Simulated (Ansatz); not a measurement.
Relaxed NaCl (rock salt):

```xyz
4
Lattice="0.0000 5.6955 5.6955 2.8478 0.0000 2.8478 2.8478 2.8478 0.0000" Properties=species:S:1:pos:R:3 pbc="T T T"
Cl     0.0000     0.0000     0.0000
Cl     2.8478     2.8478     5.6955
Na     2.8478     2.8478     2.8478
Na     2.8478     5.6955     5.6955
```

A phonon eigenvector at L = (0.5, 0.0, 0.0) is frozen into this cell: atom i moves by Q times the vector below, so Q is the largest atomic displacement, in Å. The cell is held. It is one choice among 2 degenerate patterns. (q is in reciprocal vectors of the primitive cell; the cell shown is doubled to hold the pattern.)

```json
[
 {"atom": "Na3", "x": "0.285", "y": "-0.520", "z": "0.805"},
 {"atom": "Na4", "x": "-0.285", "y": "0.520", "z": "-0.805"}
]
```

Atoms not listed stay in place.

Calculation: PBE (plane waves to 420 eV, PAW, scalar-relativistic; Ansatz, a first-principles code). k mesh 5×10×10 (Γ-centred), Fermi-Dirac smearing 0.05 eV. E stands for the smeared free energy. Stress and pressure are positive under compression. NaCl was relaxed with its symmetry unable to fall. The zero of ΔE is the undisplaced structure.

```csv
Q (Å),ΔE (meV/cell),−dE/dQ from forces (eV/Å),P (GPa)
-0.100,13.4,0.269,0.10
-0.083,?,0.223,0.07
-0.067,5.9,0.178,0.05
-0.050,?,0.134,0.03
-0.033,1.5,0.089,0.02
-0.017,0.4,0.044,0.01
0.000,0.0,0.000,0.00
0.017,0.4,-0.044,0.01
0.033,1.5,-0.089,0.02
0.050,?,-0.134,0.03
0.067,5.9,-0.178,0.05
0.083,?,-0.223,0.07
0.100,13.4,-0.269,0.10
```

Problem. What belongs in the gaps?

Solution. 
- -0.083, ΔE (meV/cell): 9.3
- -0.050, ΔE (meV/cell): 3.3
- 0.050, ΔE (meV/cell): 3.3
- 0.083, ΔE (meV/cell): 9.3

(A displaced cell: forces are minus the slopes of the energy, force constants its curvatures, and phonons follow from these.)
